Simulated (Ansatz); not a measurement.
A geometry of Se away from equilibrium: step 2 of the relaxation of a relaxed Se cell stretched uniformly to 115 % of its volume. Computed with r2SCAN (plane waves to 500 eV, PAW, scalar-relativistic; Ansatz, a first-principles code). Γ-centred k-mesh 6×6×5 on the run's cell (coarser than for final values), Fermi–Dirac smearing 0.05 eV. The plane waves were selected for a different cell earlier on the path.

```xyz
3
Lattice="4.5760 0.0000 0.0000 -2.2880 3.9629 0.0000 0.0000 0.0000 4.9755" Properties=species:S:1:pos:R:3 pbc="T T T"
Se     0.9525     0.0000     4.1463
Se    -0.4762     0.8249     0.8293
Se     1.8118     3.1381     2.4878
```

Task: Give the Cartesian forces on all atoms (eV/Å).

Result: 
| atom | Fx | Fy | Fz |
|---|---|---|---|
| Se1 | 0.50 | 0.00 | 0.00 |
| Se2 | -0.25 | 0.44 | 0.00 |
| Se3 | -0.25 | -0.44 | 0.00 |

The path ends in P3₁21 (No. 152) (AFLOW prototype A_hP3_152_a (A8, as in Se)). No spin polarisation in the result. Without a van der Waals term the distances between weakly bound units are poorly fixed.

The run could not lose the symmetry of its start.

Without dispersion the volume is uncertain too.
